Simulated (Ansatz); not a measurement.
Steps from a short run of molecular dynamics on a 2×2×2 supercell (16 atoms) of ZnS (F-43m), relaxed with r2SCAN; forces from PBE in Ansatz, 2×2×2 mesh, Fermi-Dirac smearing of 0.020 eV, a Langevin thermostat at fixed volume, set at 200 K. Classical nuclei, no spin polarisation; a few dozen steps show the first response, not equilibrium.

Cell vectors in Å:
```
0.0000 5.3882 5.3882
5.3882 0.0000 5.3882
5.3882 5.3882 0.0000
```

Question: At 4 fs the positions in Å are
```
Zn   1.341   1.346   1.359
S    0.004  -0.003  -0.001
Zn   4.037   4.046   1.341
S    2.696   2.679  -0.011
Zn   4.044   1.341   4.048
S    2.691  -0.006   2.710
Zn   6.743   4.047   4.038
S    5.389   2.688   2.700
Zn   1.350   4.047   4.032
S   -0.007   2.695   2.681
Zn   4.048   6.737   4.049
S    2.687   5.402   2.700
Zn   4.031   4.039   6.742
S    2.701   2.678   5.398
Zn   6.734   6.742   6.722
S    5.390   5.391   5.386
```
What are the forces, and how far does the free energy (smearing included) lie above that of step 0, with the atoms on their sites?

Answer: 0.8 meV an atom; forces in eV/Å:
```
Zn   0.067  -0.023  -0.065
S    0.012  -0.042   0.043
Zn  -0.026  -0.054   0.069
S   -0.045   0.117   0.155
Zn   0.027   0.020  -0.027
S    0.046   0.095  -0.136
Zn  -0.090  -0.112   0.068
S   -0.051   0.077  -0.062
Zn   0.024  -0.096   0.048
S    0.069   0.019   0.140
Zn   0.007  -0.031  -0.080
S    0.085  -0.093  -0.086
Zn   0.027   0.065  -0.068
S   -0.066   0.187  -0.155
Zn  -0.049  -0.041   0.113
S   -0.038  -0.089   0.044
```

Question: At 12 fs the positions in Å are
```
Zn   1.325   1.346   1.383
S    0.014  -0.008   0.001
Zn   4.028   4.052   1.328
S    2.702   2.650  -0.028
Zn   4.055   1.330   4.065
S    2.684  -0.015   2.740
Zn   6.755   4.059   4.038
S    5.381   2.675   2.717
Zn   1.350   4.058   4.019
S   -0.016   2.697   2.664
Zn   4.064   6.746   4.067
S    2.677   5.426   2.709
Zn   4.016   4.033   6.757
S    2.724   2.645   5.414
Zn   6.727   6.756   6.696
S    5.397   5.393   5.386
```
What are the forces, and how far does the free energy (smearing included) lie above that of step 0, with the atoms on their sites?

Answer: 6.3 meV an atom; forces in eV/Å:
```
Zn   0.232  -0.083  -0.193
S    0.038  -0.125   0.128
Zn  -0.073  -0.130   0.211
S   -0.195   0.337   0.441
Zn   0.051   0.007  -0.108
S    0.162   0.261  -0.396
Zn  -0.254  -0.362   0.161
S   -0.034   0.236  -0.208
Zn   0.123  -0.238   0.110
S    0.177   0.056   0.380
Zn   0.022  -0.154  -0.250
S    0.211  -0.232  -0.207
Zn   0.031   0.187  -0.178
S   -0.235   0.557  -0.359
Zn  -0.111  -0.100   0.363
S   -0.145  -0.217   0.105
```

Question: At 20 fs the positions in Å are
```
Zn   1.316   1.350   1.407
S    0.036  -0.012  -0.006
Zn   4.018   4.054   1.314
S    2.718   2.629  -0.043
Zn   4.063   1.323   4.081
S    2.681  -0.016   2.761
Zn   6.756   4.064   4.041
S    5.372   2.665   2.731
Zn   1.356   4.069   4.012
S   -0.015   2.704   2.653
Zn   4.079   6.753   4.090
S    2.675   5.453   2.711
Zn   4.005   4.029   6.770
S    2.744   2.632   5.431
Zn   6.710   6.766   6.672
S    5.411   5.398   5.393
```
What are the forces, and how far does the free energy (smearing included) lie above that of step 0, with the atoms on their sites?

Answer: 14.0 meV an atom; forces in eV/Å:
```
Zn   0.365  -0.149  -0.339
S   -0.058  -0.148   0.299
Zn  -0.041  -0.107   0.309
S   -0.446   0.556   0.688
Zn   0.056  -0.007  -0.139
S    0.226   0.314  -0.521
Zn  -0.294  -0.517   0.189
S   -0.009   0.375  -0.331
Zn   0.238  -0.312   0.064
S    0.201   0.073   0.577
Zn   0.113  -0.282  -0.489
S    0.291  -0.365  -0.268
Zn   0.053   0.302  -0.207
S   -0.352   0.705  -0.507
Zn  -0.036  -0.056   0.605
S   -0.306  -0.382   0.071
```

Question: At 48 fs the positions in Å are
```
Zn   1.348   1.321   1.463
S    0.089  -0.051   0.026
Zn   3.995   4.051   1.280
S    2.699   2.631   0.005
Zn   4.127   1.309   4.115
S    2.724   0.023   2.761
Zn   6.751   4.018   4.065
S    5.366   2.670   2.730
Zn   1.417   4.050   4.010
S    0.016   2.748   2.700
Zn   4.146   6.778   4.145
S    2.686   5.515   2.659
Zn   4.007   4.060   6.806
S    2.755   2.671   5.416
Zn   6.639   6.792   6.655
S    5.366   5.365   5.433
```
What are the forces, and how far does the free energy (smearing included) lie above that of step 0, with the atoms on their sites?

Answer: 13.8 meV an atom; forces in eV/Å:
```
Zn  -0.020   0.100  -0.380
S   -0.126   0.095   0.196
Zn   0.013   0.143   0.588
S   -0.294   0.286   0.278
Zn  -0.054   0.043   0.041
S   -0.138  -0.178   0.238
Zn  -0.096  -0.067  -0.056
S   -0.066   0.519  -0.256
Zn   0.405   0.130  -0.052
S    0.092  -0.282   0.256
Zn  -0.369  -0.188  -0.740
S    0.337  -0.460   0.100
Zn  -0.054  -0.093  -0.195
S   -0.275   0.253  -0.220
Zn   0.469   0.011   0.468
S    0.175  -0.314  -0.266
```

Question: At 72 fs the positions in Å are
```
Zn   1.387   1.304   1.461
S    0.063  -0.090   0.079
Zn   3.973   4.068   1.275
S    2.646   2.654   0.029
Zn   4.160   1.334   4.162
S    2.764   0.077   2.791
Zn   6.733   3.961   4.105
S    5.358   2.716   2.694
Zn   1.460   4.030   4.001
S    0.063   2.740   2.757
Zn   4.179   6.812   4.124
S    2.741   5.524   2.640
Zn   4.050   4.086   6.805
S    2.727   2.729   5.390
Zn   6.610   6.848   6.677
S    5.353   5.308   5.417
```
What are the forces, and how far does the free energy (smearing included) lie above that of step 0, with the atoms on their sites?

Answer: 20.5 meV an atom; forces in eV/Å:
```
Zn  -0.267   0.026  -0.209
S    0.379   0.499  -0.352
Zn  -0.147  -0.008   0.619
S    0.363  -0.205   0.064
Zn  -0.035   0.079  -0.024
S   -0.212  -0.748   0.273
Zn   0.038   0.447  -0.521
S   -0.220   0.231   0.169
Zn   0.243   0.712  -0.052
S   -0.188  -0.107  -0.396
Zn  -0.629  -0.362  -0.285
S   -0.220  -0.173   0.247
Zn  -0.356  -0.303   0.225
S    0.165  -0.160   0.333
Zn   0.624  -0.491   0.066
S    0.463   0.563  -0.157
```

Question: At 76 fs the positions in Å are
```
Zn   1.393   1.302   1.459
S    0.059  -0.094   0.095
Zn   3.968   4.070   1.284
S    2.640   2.654   0.029
Zn   4.161   1.339   4.173
S    2.767   0.075   2.798
Zn   6.730   3.956   4.105
S    5.353   2.724   2.684
Zn   1.464   4.033   3.999
S    0.072   2.733   2.756
Zn   4.181   6.812   4.116
S    2.752   5.525   2.642
Zn   4.054   4.082   6.807
S    2.726   2.733   5.393
Zn   6.611   6.853   6.683
S    5.358   5.315   5.413
```
What are the forces, and how far does the free energy (smearing included) lie above that of step 0, with the atoms on their sites?

Answer: 20.6 meV an atom; forces in eV/Å:
```
Zn  -0.252  -0.016  -0.173
S    0.433   0.531  -0.487
Zn  -0.178  -0.068   0.540
S    0.441  -0.205   0.058
Zn  -0.020   0.052  -0.065
S   -0.179  -0.737   0.246
Zn   0.030   0.486  -0.536
S   -0.214   0.148   0.290
Zn   0.196   0.721  -0.025
S   -0.201  -0.021  -0.401
Zn  -0.632  -0.344  -0.218
S   -0.343  -0.127   0.259
Zn  -0.320  -0.242   0.217
S    0.184  -0.167   0.346
Zn   0.635  -0.518   0.031
S    0.421   0.507  -0.082
```
